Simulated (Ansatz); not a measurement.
MoPt (CsCl type, Pm-3m) at seven volumes, DFT-PBEsol in the program Ansatz with PAW potentials, scaled uniformly. One row is withheld.

```tsv
V (Å³/atom)	P (GPa)
14.090	32.04
14.554	19.50
15.019	8.92
15.483	0.00
15.948	-7.51
16.412	?
16.877	-19.11
```

### Question
Fit the shown pressures and predict the withheld one.

### Answer
Third-order Birch–Murnaghan: P = (3/2)B₀(x^(7/2) − x^(5/2))[1 + (3/4)(B′ − 4)(x − 1)] with x = (V₀/V)^(2/3). Least squares on the six rows gives V₀ = 15.484 Å³/atom, B₀ = 271.8 GPa, B′ = 4.72. At V = 16.412, x = 0.9619 and P = -13.79 GPa. The run itself gave -13.82 GPa.

The start of the workflow was typed in or built on a structure type; neither database checked (COD, Materials Project) lists it. Whether it is the stable phase at ambient conditions was not checked. Symmetry was held in the PBEsol relaxation. At this level the phase is mechanically unstable. No spin polarisation was allowed. Its formation energy is positive at this level, so the cell may be metastable or incomplete. Scalar-relativistic: spin–orbit coupling is off unless named, which matters more the heavier the elements.

Potentials: the earlier of the program's two PAW sets. The files were generated under PBE; for other functionals the program regenerates the frozen cores, and for LDA and PBEsol the local potential too.
